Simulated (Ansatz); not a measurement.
SrWO4:
```
SrWO4
1.0
   -2.66938     2.66938     5.78716
    2.66938    -2.66938     5.78716
    2.66938     2.66938    -5.78716
Sr W O
2 2 8
Direct
  0.75000   0.25000   0.50000
  0.00000   0.00000   0.00000
  0.25000   0.75000   0.50000
  0.50000   0.50000   0.00000
  0.43527   0.81931   0.08428
  0.56931   0.98503   0.88404
  0.73503   0.35099   0.91572
  0.10099   0.68527   0.11596
  0.31473   0.43069   0.41572
  0.18069   0.26497   0.61596
  0.01497   0.89901   0.58428
  0.64901   0.56473   0.38404
```

Relaxed with LDA.

**Question.** Give the optical modes at the zone centre with their infrared activity from DFPT, plane-wave PAW LDA (Ansatz code).

**Answer.** Transverse frequencies, without the LO–TO term; a row sums one degenerate level.

```
ω (cm⁻¹)  degeneracy  IR ((D/Å)²/amu)     activity  symmetry
--------  ----------  ---------------  -----------  --------
65                 1             0.00  IR-inactive        Bg
106                2             0.00  IR-inactive        Eg
130                2             7.16           IR        Eu
142                2             0.00  IR-inactive        Eg
151                1             1.43           IR        Au
160                2             7.63           IR        Eu
175                1             0.00  IR-inactive        Bg
207                1             0.00  IR-inactive        Ag
235                1            10.63           IR        Au
236                1             0.00  IR-inactive        Bu
258                2             0.00  IR-inactive        Eg
307                2            12.61           IR        Eu
334                1             0.00  IR-inactive        Ag
337                1             0.00  IR-inactive        Bg
373                1             0.00  IR-inactive        Bg
383                2             0.00  IR-inactive        Eg
410                1             3.60           IR        Au
421                1             0.00  IR-inactive        Bu
800                1            44.11           IR        Au
805                2             0.00  IR-inactive        Eg
808                2            87.93           IR        Eu
837                1             0.00  IR-inactive        Bg
922                1             0.00  IR-inactive        Ag
927                1             0.00  IR-inactive        Bu
```

**Question.** How high does the top mode go among those that the LO–TO term moves?

**Answer.** 903 cm⁻¹ for q along x, 903 cm⁻¹ for q along y, 896 cm⁻¹ for q along z.

Space group I4_1/a. The workflow started from a Materials Project entry (that database holds measured and hypothetical structures alike); the Crystallography Open Database copy checked does not list it. Its standing as an ambient phase is unchecked. The LDA relaxation kept the symmetry of its start; of distortions, only those at the zone centre were tested. The run is not spin-polarised. No Hubbard U is applied. Spin–orbit coupling is left out wherever it is not named.

Potentials: the later of the program's two PAW sets.
